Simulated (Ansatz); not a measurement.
Sr2BBrN2 in space group R-3m (No. 166; Sr on 6c, B on 3b, Br on 3a, N on 6c), PBE in the plane-wave PAW code Ansatz, all energies at zero smearing, with the estimated change up to a 700 eV cutoff added, with one set of potentials and settings (totals compare only within such a set). Cell of 6 atoms (2 Sr, 1 B, 1 Br, 2 N): -10804.000 eV.

```tsv
element	reference phase	E (eV/atom)
Sr	C2/m, 3 atoms in the cell	-3544.2201
B	R-3m, 12 atoms in the cell	-155.9161
Br	Cmce, 4 atoms in the cell	-2783.1821
N	Pa-3, 8 atoms in the cell	-384.0325
```

Formation energy per atom, worked out: (-10804.000 − 2×(-3544.2201) − 1×(-155.9161) − 1×(-2783.1821) − 2×(-384.0325))/6 = -1.399 eV/atom (-135 kJ per mol of atoms), at 0 K, without zero-point energy or fitted corrections.

The first step of the workflow began from a Materials Project structure, measured or hypothetical; the Crystallography Open Database copy checked does not list it. Whether it is the stable phase at ambient conditions was not checked. Symmetry was held in the PBE relaxation; whether a distortion lowers the energy is not shown. The references are the lowest solids computed at this level, not always the standard phases (solids in place of the gases).

Potentials: the later of the program's two PAW sets.
